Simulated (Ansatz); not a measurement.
Fe (hcp (Mg type), P6_3/mmc) under volume change, the program Ansatz at the PBEsol level (PAW), shape and atoms relaxed at each volume.

| V (Å³/atom) | E − E(relaxed) (meV/atom) | P (GPa) |
|---|---|---|
| 8.929 | 95.7 | 37.89 |
| 9.223 | 40.1 | 23.10 |
| 9.517 | 9.5 | 10.59 |
| 9.812 | 0.0 | 0.00 |
| 10.106 | 8.5 | -8.95 |
| 10.400 | 32.1 | -16.52 |
| 10.695 | 68.5 | -22.92 |

Q: What does a third-order Birch–Murnaghan fit give for V₀, B₀ and B′?

A: V₀ = 9.81 Å³/atom, B₀ = 324 GPa, B′ = 4.6.

This is a known high-pressure phase of the composition, computed here at zero pressure and temperature. Symmetry was held in the PBEsol relaxation; of distortions, only those at the zone centre were tested. The run is not spin-polarised.

Potentials: the later of the program's two PAW sets.
